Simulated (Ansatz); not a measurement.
Method: DFT PBE, scalar-relativistic, plane waves, PAW (Ansatz 0.2.0). Cutoff 420 eV, Γ-centred 6×8×6 mesh (8-atom cell), Gaussian smearing of 0.02 eV, no spin polarisation.

Formation energies are uncorrected and refer to the elements' standard structures at the same level. The references include grey tin.

Problem. Suggest a trial structure for a monoclinic narrow-gap semiconductor with formula Sn4SeS3, with a gap near 0.5 eV, a formation energy near −0.44 eV/atom and a density near 5.1 g/cm³, in a cell of 8 atoms.

Solution. Sn4SeS3, space group Pm (No. 6). Around Sn on its first site lie 1 Se at 2.75 Å, 2 S at 2.76 Å and 2 S at 3.25 Å; Sn on its second site is surrounded by 3 S at 2.62–2.75 Å and 2 S at 3.24 Å; around Se lie 3 Sn at 2.75–2.88 Å and 2 Sn at 3.19 Å; S on its first site is surrounded by 1 Sn at 2.62 Å, 2 Sn at 2.78 Å and 2 Sn at 3.11 Å; 4 more sites not described.

```cif
data_structure
_symmetry_space_group_name_H-M 'Pm'
_symmetry_Int_Tables_number 6
_cell_length_a 6.3424
_cell_length_b 4.1406
_cell_length_c 8.5516
_cell_angle_alpha 90.000
_cell_angle_beta 110.126
_cell_angle_gamma 90.000
_cell_volume 210.86
loop_
_atom_site_label
_atom_site_type_symbol
_atom_site_symmetry_multiplicity
_atom_site_Wyckoff_symbol
_atom_site_fract_x
_atom_site_fract_y
_atom_site_fract_z
_atom_site_occupancy
Sn1 Sn 1 a 0.49500 0.00000 0.21038 1
Sn2 Sn 1 a 0.49622 0.00000 0.71086 1
Sn3 Sn 1 b 0.01204 0.50000 0.33294 1
Sn4 Sn 1 b 0.00701 0.50000 0.81465 1
Se1 Se 1 a 0.03720 0.00000 0.05612 1
S1 S 1 a 0.06078 0.00000 0.55958 1
S2 S 1 b 0.44391 0.50000 0.90670 1
S3 S 1 b 0.44784 0.50000 0.40878 1
```

The volume per atom is 26.4 Å³, the density is 5.1 g/cm³ and the energy over the elements is −0.436 eV/atom. The gap on the 6×8×6 mesh of the 8-atom cell is 0.50 eV.

The cell was found from a structure generator's guess, not taken from experiment. The answer needn't be unique; the calculation gave this one.

Weakly bound directions are ill-defined at this level, which has no dispersion term. Kohn–Sham gaps at this level usually fall short of measured ones. The reference forms of S and Se are held partly by dispersion forces, which this level lacks. This cell was reached by moving the atoms of another relaxed cell at random and relaxing again, last within the group found; it had no such test of its own.
